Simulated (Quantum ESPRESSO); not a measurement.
```
CELL_PARAMETERS angstrom
      0.00000     4.39574     4.39574
      4.39574     0.00000     4.39574
      4.39574     4.39574     0.00000
ATOMIC_POSITIONS crystal
  Cs 0.75000 0.75000 0.75000
  Cs 0.25000 0.25000 0.25000
  Li 0.50000 0.50000 0.50000
  Sc 0.00000 0.00000 0.00000
  F  0.76533 0.23467 0.23467
  F  0.23467 0.76533 0.76533
  F  0.23467 0.76533 0.23467
  F  0.76533 0.23467 0.76533
  F  0.23467 0.23467 0.76533
  F  0.76533 0.76533 0.23467
```
Geometry: a computed entry of the Materials Project; it was not checked against measured cells. It is Cs2LiScF6 in Fm-3m; whether this form has been observed was not checked. Stability against distortions was not tested. The run has no spin polarisation.

A lattice sum over point charges, one formal value an element (Cs +1, Li +1, Sc +3, F -1), with no Sternheimer factor, costs far less than a self-consistent run. Taken along the main axis of each site's self-consistent tensor, it gives:

```tsv
site	V along that axis, point charges (a.u.)
F (atoms 5, 6, 7, 8, 9, 10)	0.088
```

Q: How do the values of a PBE PAW density (pw.x of a modified build of Quantum ESPRESSO, JTH datasets) with the all-electron reconstruction of Petrilli and co-workers compare?

A: 
| site | Vzz, PAW (a.u.) | PAW over point charges |
|---|---|---|
| F | 0.426 | 4.9 |
  Cores are frozen. Against all-electron runs on small test molecules, this scheme's |Vzz| missed by −6 to +4 % (−29 % in KF) on F.
